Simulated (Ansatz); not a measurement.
Relaxed candidate structures of AlNi:

A. Imma (No. 74), oI8; a = 3.2550 Å, b = 3.6625 Å, c = 7.9701 Å, α = 90.00°, β = 90.00°, γ = 90.00°; Al 4e (0.000, 0.250, 0.380); Ni 4e (0.000, 0.750, 0.124); non-magnetic

B. P6₃mc (No. 186), hP8; a = 3.846 Å, b = 3.846 Å, c = 9.112 Å, α = 90.00°, β = 90.00°, γ = 120.00°; Ni 2a (0.000, 0.000, 0.020); Ni 2b (0.333, 0.667, 0.137); Al 2a (0.000, 0.000, 0.269); Al 2b (0.333, 0.667, 0.449); non-magnetic

C. Pm-3m (No. 221), cP2, CsCl type; a = b = c = 2.863 Å, α = β = γ = 90.00°; Al 1b (0.500, 0.500, 0.500); Ni 1a (0.000, 0.000, 0.000); non-magnetic

Problem. Rank these by energy per atom (lowest first), as r2SCAN (plane waves to 500 eV, PAW, scalar-relativistic; Ansatz, a first-principles code) gives it.

Solution. C (reference, the lowest of the structures calculated here), A (+0.09 eV/atom), B (+0.51 eV/atom)

1 run with a doubtful electronic state, a coarser numerical grid, an end not at rest or a source that can't be used is left out. Each run could gain symmetry but not lose that of its start, so entries can be saddle points. From databases, or of a type measured for this composition: Pm-3m, cP2, CsCl type, non-magnetic; the others are generated cells (placed on structure types, drawn at random, substituted or restacked) that were not matched to a known phase here. Each structure is listed in the lowest spin state found for it. Static energies at zero pressure. No spin polarisation in the result. A magnetic state may lie lower.
